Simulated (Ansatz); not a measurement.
A geometry of Ga2Cu away from equilibrium: step 2 of the relaxation of a generated cell, Ga2Cu placed in the AFLOW prototype AB2_oI6_71_a_g (as in MoPt2). Computed with PBE (plane waves to 420 eV, PAW, scalar-relativistic; Ansatz, an electronic-structure program). Γ-centred k-mesh 14×14×14 on the run's cell (coarser than for final values), Fermi–Dirac smearing 0.05 eV.

```
Ga2Cu
1.0
   -1.40508     1.94334     4.15558
    1.40508    -1.94334     4.15558
    1.40508     1.94334    -4.15558
Cu Ga
1 2
Direct
  0.00000   0.00000   0.00000
  0.65472   0.65472   0.00000
  0.34528   0.34528   0.00000
```

**Question.** Predict the force on each atom, in eV/Å.

**Answer.** 
| atom | Fx | Fy | Fz |
|---|---|---|---|
| Cu1 | 0.00 | 0.00 | 0.00 |
| Ga2 | 0.00 | 0.00 | 0.52 |
| Ga3 | 0.00 | 0.00 | -0.52 |

**Question.** What is the pressure?

**Answer.** +2.1 GPa, compression positive.

**Question.** How far above the relaxed end point is this geometry?

**Answer.** 0.02 eV/atom; the path ends in Immm (No. 71).

No spin polarisation in the result.

The run could not lower the symmetry of its start; a shaken copy of this end point relaxes with PBE to Cmce (No. 64), 0.01 eV/atom lower.

The end of the path is a generated cell of Ga2Cu: the first start was made by placing the elements on the sites of a structure type, and the end was not matched to a known phase here, so it may be hypothetical.
